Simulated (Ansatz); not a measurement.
A distorted cell of Cr (bcc, W type):

```
CELL_PARAMETERS angstrom
     -1.48641     1.48641     1.48641
      1.48641    -1.48641     1.48641
      1.48641     1.48641    -1.48641
ATOMIC_POSITIONS crystal
  Cr 0.00000 0.00000 0.00000
```

These are r2SCAN (plane waves to 500 eV, PAW, scalar-relativistic; Ansatz, a first-principles code) values and carry that method's errors. k mesh 23×23×23 (Γ-centred), Fermi-Dirac smearing 0.05 eV. The energy includes the smearing's −TS. Compression counts positive. Cr is run without spin polarisation. Cr was relaxed with its symmetry unable to fall. Real Cr orders magnetically; this run has no moments, which shifts volume and moduli.

Question: What is the stress tensor (GPa)?

Answer: 
```
  -30.1      0.0      0.0
    0.0    -30.1      0.0
    0.0      0.0    -30.1
```
The pressure, a third of the trace, is -30.1 GPa.

Question: It is the relaxed cell scaled evenly to V/V₀ = 1.160, atoms relaxed where free. What is its energy relative to the relaxed cell?

Answer: 194 meV/atom.

(A scan under strain: stresses follow from slopes of the energy per volume, elastic moduli from its curvatures.)
